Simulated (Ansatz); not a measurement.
Total density of states per atom from PBE (plane waves, PAW; program Ansatz), in 0.25 eV bins, energy from the Fermi level:

```
E (eV) | states/eV/atom
    -7.85 | #### 0.22
    -7.60 | ### 0.19
    -7.35 | ##### 0.26
    -7.10 | ### 0.17
    -6.85 | ### 0.16
    -6.60 | ## 0.10
    -6.35 |  0.03
    -6.10 | ## 0.09
    -5.85 | ### 0.17
    -5.60 | ### 0.15
    -5.35 | #### 0.24
    -5.10 | ###### 0.35
    -4.85 | ####### 0.40
    -4.60 | ######## 0.42
    -4.35 | ######## 0.45
    -4.10 | ######### 0.47
    -3.85 | ######## 0.45
    -3.60 | ########### 0.59
    -3.35 | #################### 1.07
    -3.10 | ################ 0.89
    -2.85 | ########### 0.62
    -2.60 | ############# 0.71
    -2.35 | ################## 0.96
    -2.10 | ######################### 1.35
    -1.85 | ############################# 1.58
    -1.60 | ############################ 1.52
    -1.35 | ############################ 1.51
    -1.10 | ############################ 1.52
    -0.85 | ############################## 1.64
    -0.60 | ######################## 1.31
    -0.35 | ######### 0.47
    -0.10 | ############### 0.79
     0.15 | ###### 0.32
     0.40 | ####### 0.37
     0.65 | ######## 0.46
     0.90 | ######## 0.45
     1.15 | ######### 0.47
     1.40 | ########## 0.53
     1.65 | ######### 0.50
     1.90 | ######## 0.44
     2.15 | ####### 0.39
     2.40 | ######## 0.43
     2.65 | ####### 0.39
     2.90 | ####### 0.40
     3.15 | ####### 0.40
     3.40 | ######## 0.42
     3.65 | ######### 0.51
     3.90 | ######## 0.46
     4.15 | ######## 0.46
     4.40 | ######## 0.46
     4.65 | ####### 0.39
     4.90 | ######## 0.43
```

Task: Which of these materials gives this?
(A) CoC6, Amm2 (Pearson symbol oS14)
(B) GeMo2C, P6_3/mmc (Ge on 2d, Mo on 4f, C on 2a)
(C) GeMo2N, P6_3/mmc (Ge on 2d, Mo on 4f, N on 2a)
(D) Co5Ge7, I4mm (Pearson symbol tI24)

Result: D, Co5Ge7, I4mm (Pearson symbol tI24). Within 0.5 eV of the Fermi level: Co 3d 71 %, Ge 4p 19 %, Ge 4s 6 %. Projections are on Löwdin-orthogonalised atomic valence shells; empty p or d shells of many metals are not among them.

The start of the workflow was typed in or built on a structure type; neither database checked (COD, Materials Project) lists it. Whether it is the stable phase at ambient conditions was not checked. The cell was relaxed with PBE under the symmetry of its start; its stability against distortions is not shown here. The workflow began spin-polarised and lost its moments. Scalar-relativistic: spin–orbit coupling is off unless named, which matters more the heavier the elements.

Potentials: the earlier of the program's two PAW sets.
